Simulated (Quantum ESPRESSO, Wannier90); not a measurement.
## Tight-binding from DFT: Sn (diamond)

```xyz
2
Lattice="0.0000 3.2850 3.2850 3.2850 0.0000 3.2850 3.2850 3.2850 0.0000" Properties=species:S:1:pos:R:3 pbc="T T T"
Sn     3.2850     3.2850     3.2850
Sn    -1.6425    -1.6425    -1.6425
```

Cell from Materials Project (mp-117), symmetrised, no further relaxation. COD (Crystallography Open Database) has the formula in 5 space groups, this one among them (matched by group alone). Method: PBEsol plane waves in Quantum ESPRESSO 7.5 (PseudoDojo norm-conserving files, 58 Ry, spinors with spin-orbit coupling), Bloch states on a 6×6×6 mesh through Γ, Wannier90 4.0.1. Density: 12×12×12 mesh, cold smearing 0.01 Ry.

A tight-binding model is made by disentanglement and projection with no localisation steps (num_iter = 0), so the 16 orbitals stay atom-like: hydrogen-like Sn: s;p, axes along x, y, z; frozen window up to 1.50 eV relative to the Fermi level. It follows pw.x to 15 meV rms for states up to 1.0 eV relative to the Fermi level. Matrix elements depend on this choice of orbitals and windows.

The 30 largest hoppings ⟨m,0|H|n,R⟩ between different sites (one of each Hermitian pair; signs follow the real orbitals' lobes; the list may end inside a set of equal values):

| m | n | R | distance of the centres (Å) | t (eV) | Im t (eV) |
|---|---|---|---|---|---|
| Sn1 s↑ | Sn2 s↑ | 1 1 0 | 2.84 | -1.155 | 0.000 |
| Sn1 s↑ | Sn2 s↑ | 1 1 1 | 2.84 | -1.155 | 0.000 |
| Sn1 s↓ | Sn2 s↓ | 1 0 1 | 2.84 | -1.155 | 0.000 |
| Sn1 s↓ | Sn2 s↓ | 0 1 1 | 2.84 | -1.155 | 0.000 |
| Sn1 s↓ | Sn2 s↓ | 1 1 0 | 2.84 | -1.155 | 0.000 |
| Sn1 s↓ | Sn2 s↓ | 1 1 1 | 2.84 | -1.155 | 0.000 |
| Sn1 s↑ | Sn2 s↑ | 1 0 1 | 2.84 | -1.155 | 0.000 |
| Sn1 s↑ | Sn2 s↑ | 0 1 1 | 2.84 | -1.155 | 0.000 |
| Sn1 px↓ | Sn2 py↓ | 0 1 1 | 2.84 | -1.082 | -0.018 |
| Sn1 px↓ | Sn2 py↓ | 1 1 0 | 2.85 | 1.082 | -0.017 |
| Sn1 py↑ | Sn2 px↑ | 1 0 1 | 2.84 | -1.082 | -0.018 |
| Sn1 py↓ | Sn2 px↓ | 1 1 0 | 2.84 | 1.082 | 0.018 |
| Sn1 px↓ | Sn2 py↓ | 1 1 1 | 2.84 | 1.082 | -0.018 |
| Sn1 px↑ | Sn2 py↑ | 1 0 1 | 2.85 | -1.082 | 0.018 |
| Sn1 px↓ | Sn2 py↓ | 1 0 1 | 2.84 | -1.082 | -0.017 |
| Sn1 py↑ | Sn2 px↑ | 1 1 1 | 2.84 | 1.082 | -0.018 |
| Sn1 py↓ | Sn2 px↓ | 0 1 1 | 2.84 | -1.082 | 0.018 |
| Sn1 px↑ | Sn2 py↑ | 1 1 1 | 2.84 | 1.082 | 0.017 |
| Sn1 px↑ | Sn2 py↑ | 0 1 1 | 2.84 | -1.082 | 0.017 |
| Sn1 px↓ | Sn2 pz↓ | 0 1 1 | 2.84 | -1.082 | -0.003 |
| Sn1 py↑ | Sn2 pz↑ | 1 0 1 | 2.84 | -1.082 | -0.003 |
| Sn1 py↑ | Sn2 px↑ | 0 1 1 | 2.85 | -1.082 | -0.018 |
| Sn1 px↑ | Sn2 pz↑ | 1 1 1 | 2.84 | 1.082 | 0.003 |
| Sn1 px↑ | Sn2 pz↑ | 0 1 1 | 2.85 | -1.082 | 0.002 |
| Sn1 pz↓ | Sn2 py↓ | 1 1 1 | 2.85 | 1.082 | -0.003 |
| Sn1 pz↓ | Sn2 py↓ | 1 1 0 | 2.84 | -1.082 | 0.003 |
| Sn1 px↑ | Sn2 py↑ | 1 1 0 | 2.84 | 1.082 | 0.017 |
| Sn1 px↓ | Sn2 pz↓ | 1 1 0 | 2.84 | -1.082 | 0.003 |
| Sn1 px↑ | Sn2 pz↑ | 1 0 1 | 2.84 | 1.082 | -0.003 |
| Sn1 py↑ | Sn2 px↑ | 1 1 0 | 2.84 | 1.082 | -0.017 |
